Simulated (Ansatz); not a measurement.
# Relaxing a structure of B₆P

The relaxed structure here is a generated cell of B6P: the first start was made by a random draw of sites in a space group, and the end was not matched to a known phase here, so it may be hypothetical.

The start is a randomly generated symmetric cell of B6P (space group No. 23). A full variable-cell relaxation at zero pressure is run with r2SCAN (plane waves to 500 eV, PAW, scalar-relativistic; Ansatz, a first-principles code). The first steps use a coarse 8×8×8 k-mesh.

Starting cell:
```
CELL_PARAMETERS angstrom
     -1.73549     2.86423     3.64313
      1.73549    -2.86423     3.64313
      1.73549     2.86423    -3.64313
ATOMIC_POSITIONS crystal
  B  0.50000 0.50000 0.00000
  B  0.00000 0.00000 0.00000
  B  0.34961 0.71669 0.71671
  B  0.99998 0.63289 0.28329
  B  0.65039 0.36711 0.36709
  B  0.00002 0.28331 0.63291
  P  0.00000 0.50000 0.50000
```

Question: What pressure does the first self-consistent step give?

Answer: +31 GPa (positive: the cell is compressed).

Question: What is the largest force in the starting geometry, and on which atom (counted from 1)?

Answer: About 10.6 eV/Å, on B3, B4, B5, B6 (atoms numbered as listed).

Question: By how much does the energy per atom fall from start to end?

Answer: 1.86 eV/atom.

Question: How do the shortest distances between atoms change?

Answer: The closest pairs of elements (up to four, under 3.6 Å), start → end: B–P 1.63 → 1.96 Å; B–B 2.02 → 1.71 Å; P–P 3.47 → 3.91 Å.

Question: What band gap does the relaxed structure have at this level?

Answer: Zero (metallic).

Question: Give the final cell and atomic positions.

Answer: 
Space group Immm (No. 71); a = 3.910 Å, b = 5.180 Å, c = 5.841 Å, α = β = γ = 90.00°

| atom | site | symmetry | x | y | z |
|---|---|---|---|---|---|
| B | 2c | mmm | 0.0000 | 0.0000 | 0.5000 |
| B | 2a | mmm | 0.0000 | 0.0000 | 0.0000 |
| B | 8l | m.. | 0.0000 | 0.1796 | 0.2550 |
| P | 2b | mmm | 0.5000 | 0.0000 | 0.0000 |
(The calculation used a cell of 7 atoms; values per cell refer to that cell.)

Final values are on a 15×15×15 k-mesh of the relaxed cell. No spin polarisation in the result. The relaxed primitive cell holds an odd number of electrons. A magnetic state may lie lower.

The run could not lose the symmetry of its start: the end is stationary, and may be a saddle point rather than a minimum.
